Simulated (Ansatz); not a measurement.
A relaxation computed with Ansatz, from input to last step.

```yaml
crystal:
  lattice:
    - [4.2089561019, 0.0, 0.0]
    - [0.0, 4.2089561019, 0.0]
    - [0.0, 0.0, 4.2089561019]
  atoms:
    - { symbol: S, position: [0.0, 0.0, 0.0] }
    - { symbol: Au, position: [0.0, 0.5, 0.5] }
    - { symbol: Au, position: [0.5, 0.0, 0.5] }
    - { symbol: Au, position: [0.5, 0.5, 0.0] }
basis:
  ecutwfc: 420
kpoints:
  mp_grid: { grid: [4, 4, 4] }
hamiltonian:
  xc: pbe
scf:
  occupations: { method: gaussian, width: 0.1 }
  lower_state_search: "off"
output:
  forces: true
  stress: true
  eigenvalues: true
relax:
  adjacent_minimum: "off"
  f_tol: 0.04
  max_steps: 70
  cell: { stress_tol: 0.4 }
```

```bash
ansatz run input.yaml --threads 1 --pin off --max-ram 2560MiB --backend cpu --events-out ev --progress --plain --runs-dir out
```

All numbers below come from Ansatz 0.2.0, DFT PBE, scalar-relativistic, plane waves, PAW.

Of 5 frames 5 are shown, positions in Å and forces in eV/Å; the SCF threshold varies from step to step. Steps run on the plane waves of an earlier cell, with a Pulay correction in the pressure. The basis is chosen afresh for the last frame, the zero of the energies, and at times for earlier ones too; energy and pressure step there, also at an unchanged geometry. The mark taken_back stands on steps that the optimiser undid.

```xyz
4
Lattice="4.2090 0.0000 0.0000 0.0000 4.2090 0.0000 0.0000 0.0000 4.2090" Properties=species:S:1:pos:R:3:forces:R:3 pbc="T T T" step=1 free_energy_over_end_meV_per_atom=11.10 pressure_GPa=-4.42
S     0.0000    0.0000    0.0000    0.0000    0.0000    0.0000
Au    0.0000    2.1045    2.1045    0.0000    0.0000    0.0000
Au    2.1045    0.0000    2.1045    0.0000    0.0000    0.0000
Au    2.1045    2.1045    0.0000    0.0000    0.0000    0.0000
4
Lattice="4.0686 0.0000 0.0000 0.0000 4.0686 0.0000 0.0000 0.0000 4.0686" Properties=species:S:1:pos:R:3:forces:R:3 pbc="T T T" step=2 free_energy_over_end_meV_per_atom=24.59 pressure_GPa=8.28 taken_back
S     0.0000    0.0000    0.0000    0.0000    0.0000    0.0000
Au    0.0000    2.0343    2.0343    0.0000    0.0000    0.0000
Au    2.0343    0.0000    2.0343    0.0000    0.0000    0.0000
Au    2.0343    2.0343    0.0000    0.0000    0.0000    0.0000
4
Lattice="4.1579 0.0000 0.0000 0.0000 4.1579 0.0000 0.0000 0.0000 4.1579" Properties=species:S:1:pos:R:3:forces:R:3 pbc="T T T" step=3 free_energy_over_end_meV_per_atom=0.03 pressure_GPa=-0.64
S     0.0000    0.0000    0.0000    0.0000    0.0000    0.0000
Au    0.0000    2.0790    2.0790    0.0000    0.0000    0.0000
Au    2.0790    0.0000    2.0790    0.0000    0.0000    0.0000
Au    2.0790    2.0790    0.0000    0.0000    0.0000    0.0000
4
Lattice="4.1494 0.0000 0.0000 0.0000 4.1494 0.0000 0.0000 0.0000 4.1494" Properties=species:S:1:pos:R:3:forces:R:3 pbc="T T T" step=4 free_energy_over_end_meV_per_atom=-0.20 pressure_GPa=0.07
S     0.0000    0.0000    0.0000    0.0000    0.0000    0.0000
Au    0.0000    2.0747    2.0747    0.0000    0.0000    0.0000
Au    2.0747    0.0000    2.0747    0.0000    0.0000    0.0000
Au    2.0747    2.0747    0.0000    0.0000    0.0000    0.0000
4
Lattice="4.1494 0.0000 0.0000 0.0000 4.1494 0.0000 0.0000 0.0000 4.1494" Properties=species:S:1:pos:R:3:forces:R:3 pbc="T T T" step=5 free_energy_over_end_meV_per_atom=0.00 pressure_GPa=0.07
S     0.0000    0.0000    0.0000    0.0000    0.0000    0.0000
Au    0.0000    2.0747    2.0747    0.0000    0.0000    0.0000
Au    2.0747    0.0000    2.0747    0.0000    0.0000    0.0000
Au    2.0747    2.0747    0.0000    0.0000    0.0000    0.0000
```

The start puts this composition into another compound's structure type, which needn't suit it. At the end the space group is Pm-3m (tolerance 0.05 Å).

It took 9.4 s on 1 thread of Intel(R) Xeon(R) Platinum 8488C (Sapphire Rapids) (shared host), peak memory 0.37 GiB.

The k mesh is coarse. Spin–orbit coupling is left out, which can shift energies with elements as heavy as these. Spin polarisation was left out, and a magnetic state may lie lower.